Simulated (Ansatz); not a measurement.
Input:

GeS₂:
```xyz
9
Lattice="5.8071 0.0000 0.0000 -2.9035 5.0291 0.0000 0.0000 0.0000 6.9548" Properties=species:S:1:pos:R:3 pbc="T T T"
Ge     1.5875     2.7496     3.4774
Ge     2.6321     0.0000     1.1591
Ge    -1.3160     2.2794     5.7956
S      0.8418     1.8220     5.3714
S      0.9047     4.8471     3.0531
S     -1.7465     3.3890     0.7349
S      1.1570     1.6400     1.5834
S      3.7453     3.2070     3.9017
S      3.8082     0.1820     6.2199
```

This is the PBEsol-relaxed structure. Cartesian axes are those of the cell as given.

**Question.** All from plane-wave PAW PBEsol (Ansatz code), unless another level is named. Estimate the bulk modulus (Birch–Murnaghan fit).

**Answer.** 27.1 GPa.

**Question.** Next, the elastic constants (relaxed ions, GPa)?

**Answer.** C11 = 35.7, C12 = 26.5, C13 = 10.0, C14 = -6.9, C33 = 98.1, C44 = 18.1.

**Question.** Give the piezoelectric stress constants (proper, relaxed ions, C/m²).

**Answer.** e14 = 0.18, e25 = -0.18.

**Question.** What about the highest zone-centre frequency (without LO–TO term)?

**Answer.** 48.9 meV.

Space group P3_221. The start of the workflow was typed in or built on a structure type; neither database checked (COD, Materials Project) lists it. COD files the formula under space group No. 14, 43, 82, 122, 217. Its standing as an ambient phase is unchecked. Symmetry was held in the PBEsol relaxation; whether a distortion lowers the energy is not shown. The volume moved by -23 % from the start of the relaxation. Signs of piezoelectric constants follow the polarity of the cell as given.

Potentials: the earlier of the program's two PAW sets. The files were generated under PBE; for other functionals the program regenerates the frozen cores, and for LDA and PBEsol the local potential too.
